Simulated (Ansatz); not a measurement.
TiC:
```cif
data_CTi
_chemical_formula_sum 'Ti1 C1'
_space_group_name_H-M_alt 'P 1'
_space_group_IT_number 1
_cell_length_a 2.65844
_cell_length_b 2.65844
_cell_length_c 2.65844
_cell_angle_alpha 90.000
_cell_angle_beta 90.000
_cell_angle_gamma 90.000
loop_
_space_group_symop_operation_xyz
  'x, y, z'
loop_
_atom_site_label
_atom_site_type_symbol
_atom_site_fract_x
_atom_site_fract_y
_atom_site_fract_z
_atom_site_occupancy
Ti1 Ti 0.00000 0.00000 0.00000 1
C1 C 0.50000 0.50000 0.50000 1
```

This is the LDA-relaxed structure.

**Question.** All from DFT-LDA in the program Ansatz with PAW potentials, unless another level is named. Give the bulk modulus (Birch–Murnaghan fit).

**Answer.** 2510 kbar.

**Question.** And the elastic constants (relaxed ions, GPa)?

**Answer.** C11 = 11.2, C12 = 371, C44 = -311.

**Question.** Predict the highest zone-centre frequency.

**Answer.** 278 cm⁻¹.

Space group Pm-3m (CsCl type). A made-up cell: these elements were put on the sites of a structure type; neither database checked (COD, Materials Project) lists it. It is not the phase usual at ambient conditions (space group No. 225). The cell was relaxed with LDA under the symmetry of its start. At this level the phase is mechanically unstable. No spin polarisation was allowed. As this level gives no gap, shear constants depend on the k-mesh and smearing (Fermi–Dirac, 0.1 eV here). As this level gives no gap, phonon frequencies hold no LO–TO term and depend on the k-mesh and smearing (Fermi–Dirac, 0.1 eV here).

Potentials: the later of the program's two PAW sets.
